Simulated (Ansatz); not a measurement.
Density of states of a TiBe₁₄Al₅ cell (elements on a hcp lattice, relaxed), per eV and atom, broadened by Gaussian smearing of width 0.1 eV and averaged over bins of 0.4 eV, from 8 eV under the Fermi level at most up to where the solved bands end.

Level of theory: DFT PBE, scalar-relativistic, plane waves, PAW in Ansatz.

Settings: cutoff 420 eV, Γ-centred mesh 6×6×5 on the computed 20-atom cell, Gaussian smearing of 0.10 eV; no spin polarisation.

```xyz
20
Lattice="3.5467 -1.6467 -3.5366 3.5187 -2.0811 3.7366 -2.1941 -7.3648 0.3695" Properties=species:S:1:pos:R:3 pbc="T T T"
Be    0.2682   -5.7204    1.3629
Be    2.5784   -5.5165   -2.2483
Be    3.9229   -7.3758    1.4726
Be    2.6751   -2.3749    0.9122
Be    1.6375   -7.3174   -2.2904
Be    1.6526   -7.4085    1.3364
Be    4.7452   -8.0273   -0.3297
Be    3.6349   -6.2503   -0.3817
Be    1.3755   -6.1203   -0.4822
Be    3.7918   -3.3996    2.3749
Be    0.7172   -8.5998    3.0618
Be    2.6019   -8.1416   -0.4947
Be    2.7303   -1.5460   -1.1799
Be   -0.6966   -5.4837   -0.4931
Al    2.5843   -5.1119    1.4900
Al   -0.9496   -7.8549    1.0146
Al    5.6378   -5.3099    0.7256
Al    2.8478   -9.5435    1.3939
Al    0.8900   -3.4069   -0.2183
Ti    3.8501   -3.8152   -0.8853
```

```csv
E − E_F (eV),total,Al 3p,Be 2s,Ti 3d,Al 3s
-7.85,0.152,0.038,0.068,0.001,0.038
-7.45,0.177,0.049,0.073,0.002,0.044
-7.05,0.179,0.054,0.074,0.002,0.040
-6.65,0.178,0.055,0.070,0.002,0.040
-6.25,0.230,0.071,0.094,0.004,0.045
-5.85,0.206,0.069,0.081,0.004,0.036
-5.45,0.229,0.079,0.084,0.005,0.039
-5.05,0.223,0.080,0.083,0.004,0.032
-4.65,0.269,0.104,0.091,0.006,0.033
-4.25,0.273,0.109,0.085,0.007,0.031
-3.85,0.274,0.112,0.076,0.008,0.029
-3.45,0.322,0.131,0.078,0.011,0.028
-3.05,0.330,0.131,0.071,0.014,0.026
-2.65,0.309,0.114,0.068,0.021,0.026
-2.25,0.344,0.129,0.062,0.030,0.024
-1.85,0.316,0.109,0.055,0.041,0.021
-1.45,0.331,0.107,0.052,0.054,0.021
-1.05,0.286,0.082,0.040,0.062,0.017
-0.65,0.290,0.073,0.037,0.065,0.018
-0.25,0.252,0.057,0.033,0.064,0.018
0.15,0.265,0.053,0.033,0.078,0.017
0.55,0.275,0.050,0.035,0.086,0.015
0.95,0.282,0.049,0.038,0.088,0.021
1.35,0.310,0.059,0.053,0.077,0.027
1.75,0.378,0.071,0.065,0.092,0.031
```

The columns after the total are the largest Löwdin projections on the valence shells of the potentials, so they needn't add up, and the weight of a shell that a potential lacks goes to other orbitals. The cell has no gap on the mesh.

Spin polarisation was left out, and a magnetic state may lie lower.

Cost: 2 runs of about 5.1 core-minutes in all (earlier runs that led there not counted), on Arm Neoverse V1 (shared hosts).